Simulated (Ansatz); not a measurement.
Consider the following.

Generalised stacking fault of HfC (rock salt) on the {100} plane. The cell below holds the perfect crystal with the plane normal along z; tilting its third vector by the shift puts one fault into each cell, between planes 2.32 Å apart, at fixed cell height.

```yaml
crystal:
  lattice:
    - [3.28147, 0.00000, 0.00000]
    - [0.00000, 3.28147, 0.00000]
    - [1.64074, 1.64074, 6.96105]
  atoms:
    - { symbol: C, position: [0.00000, 0.00000, 0.83333] }
    - { symbol: C, position: [0.33333, 0.33333, 0.16667] }
    - { symbol: C, position: [0.66667, 0.66667, 0.50000] }
    - { symbol: Hf, position: [0.50000, 0.50000, 0.83333] }
    - { symbol: Hf, position: [0.83333, 0.83333, 0.16667] }
    - { symbol: Hf, position: [0.16667, 0.16667, 0.50000] }
```

In-plane vectors a = (3.281, 0.000) Å, b = (0.000, 3.281) Å, area 10.77 Å². The shift is s times the vector a (length 3.281 Å), so s = 1 restores the start. The shift is rigid: no atom relaxes. γ = [E(shift) − E(0)] / area.

Level of theory: r2SCAN (plane waves to 500 eV, PAW, scalar-relativistic; Ansatz, an electronic-structure program). k mesh 12×12×12 (Γ-centred), Fermi-Dirac smearing 0.05 eV. Energies are extrapolated to zero smearing. With partly filled bands, the k mesh leaves noise in γ, roughly 0.02 J/m² as judged from a few cases. Faults lie only 7.0 Å apart, and holding the cell height and the atoms raises γ above its relaxed value. HfC is run without spin polarisation. HfC was relaxed with its symmetry unable to fall. Spin-orbit coupling is left out, though Hf is heavy. The zero of γ is zero shift.

The scan covers s from 0.000 to 0.917 in 12 points.

Problem. At which s is γ highest?

Solution. s = 0.500.

Problem. Does γ have a local minimum between the ends of the line, and at which s?

Solution. No computed point is one.

Problem. What is the highest γ among twelve even steps of s?

Solution. 3.98 J/m².

(The slope of γ gives the shear force per area between the displaced halves; near zero shift its curvature is an elastic stiffness.)
